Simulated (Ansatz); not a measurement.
Geometry optimisation in Ansatz: input, command and trajectory.

```yaml
crystal:
  lattice:
    - [3.8470367956, 0.0, 0.0]
    - [0.0, 3.8470367956, 0.0]
    - [0.0, 0.0, 4.2781004331]
  atoms:
    - { symbol: Ba, position: [0.0, 0.0, 0.0] }
    - { symbol: Fe, position: [0.5, 0.5, 0.5], spin: 3.2 }
    - { symbol: O, position: [0.5, 0.0, 0.5], spin: 0.19 }
    - { symbol: O, position: [0.0, 0.5, 0.5], spin: 0.19 }
    - { symbol: F, position: [0.5, 0.5, 0.0] }
basis:
  ecutwfc: 420
kpoints:
  mp_grid: { grid: [10, 10, 8] }
hamiltonian:
  xc: pbesol
scf:
  occupations: { method: gaussian, width: 0.1 }
output:
  forces: true
  stress: true
  eigenvalues: true
  populations: true
  write_density: true
  write_potential: true
  elf: true
  volumetric_format: npy
magnetization:
  spin_polarized: true
relax:
  adjacent_minimum: "off"
  f_tol: 0.005
  max_steps: 80
  cell: { stress_tol: 0.05 }
```

```bash
ansatz run input.yaml --threads 2 --pin off --max-ram 5120MiB --backend cpu --events-out ev --progress --plain --runs-dir out
```

Theory: Ansatz, DFT PBEsol, scalar-relativistic, plane waves, PAW.

Of 5 frames 5 are shown, positions in Å and forces in eV/Å; the SCF threshold varies from step to step. Steps run on the plane waves of an earlier cell, with a Pulay correction in the pressure. The basis is chosen afresh for the last frame, the zero of the energies, and at times for earlier ones too; energy and pressure step there, also at an unchanged geometry.

```xyz
5
Lattice="3.8470 0.0000 0.0000 0.0000 3.8470 0.0000 0.0000 0.0000 4.2781" Properties=species:S:1:pos:R:3:forces:R:3 pbc="T T T" step=1 free_energy_over_end_meV_per_atom=0.24 pressure_GPa=-0.59
Ba    0.0000    0.0000    0.0000    0.0000    0.0000    0.0000
Fe    1.9235    1.9235    2.1391    0.0000    0.0000    0.0000
O     1.9235    0.0000    2.1391    0.0000    0.0000    0.0000
O     0.0000    1.9235    2.1391    0.0000    0.0000    0.0000
F     1.9235    1.9235    0.0000    0.0000    0.0000    0.0000
5
Lattice="3.8416 0.0000 0.0000 0.0000 3.8416 0.0000 0.0000 0.0000 4.2773" Properties=species:S:1:pos:R:3:forces:R:3 pbc="T T T" step=2 free_energy_over_end_meV_per_atom=-0.05 pressure_GPa=-0.21
Ba    0.0000    0.0000    0.0000    0.0000    0.0000    0.0000
Fe    1.9208    1.9208    2.1386    0.0000    0.0000    0.0000
O     1.9208    0.0000    2.1386    0.0000    0.0000    0.0000
O     0.0000    1.9208    2.1386    0.0000    0.0000    0.0000
F     1.9208    1.9208    0.0000    0.0000    0.0000    0.0000
5
Lattice="3.8358 0.0000 0.0000 0.0000 3.8358 0.0000 0.0000 0.0000 4.2808" Properties=species:S:1:pos:R:3:forces:R:3 pbc="T T T" step=3 free_energy_over_end_meV_per_atom=-0.23 pressure_GPa=0.08
Ba    0.0000    0.0000    0.0000    0.0000    0.0000    0.0000
Fe    1.9179    1.9179    2.1404    0.0000    0.0000    0.0000
O     1.9179    0.0000    2.1404    0.0000    0.0000    0.0000
O     0.0000    1.9179    2.1404    0.0000    0.0000    0.0000
F     1.9179    1.9179    0.0000    0.0000    0.0000    0.0000
5
Lattice="3.8341 0.0000 0.0000 0.0000 3.8341 0.0000 0.0000 0.0000 4.2881" Properties=species:S:1:pos:R:3:forces:R:3 pbc="T T T" step=4 free_energy_over_end_meV_per_atom=-0.21 pressure_GPa=0.00
Ba    0.0000    0.0000    0.0000    0.0000    0.0000    0.0000
Fe    1.9171    1.9171    2.1440    0.0000    0.0000    0.0000
O     1.9171    0.0000    2.1440    0.0000    0.0000    0.0000
O     0.0000    1.9171    2.1440    0.0000    0.0000    0.0000
F     1.9171    1.9171    0.0000    0.0000    0.0000    0.0000
5
Lattice="3.8341 0.0000 0.0000 0.0000 3.8341 0.0000 0.0000 0.0000 4.2881" Properties=species:S:1:pos:R:3:forces:R:3 pbc="T T T" step=5 free_energy_over_end_meV_per_atom=0.00 pressure_GPa=-0.03
Ba    0.0000    0.0000    0.0000    0.0000    0.0000    0.0000
Fe    1.9171    1.9171    2.1440    0.0000    0.0000    0.0000
O     1.9171    0.0000    2.1440    0.0000    0.0000    0.0000
O     0.0000    1.9171    2.1440    0.0000    0.0000    0.0000
F     1.9171    1.9171    0.0000    0.0000    0.0000    0.0000
```

It took 100 s on 2 threads of Arm Neoverse V2, on a shared host, peak memory 0.6 GiB.

Spin-orbit coupling is left out, which matters for the bands of heavy elements. The cell holds one magnetic atom, so it can only be ferromagnetic; an antiferromagnetic order may lie lower.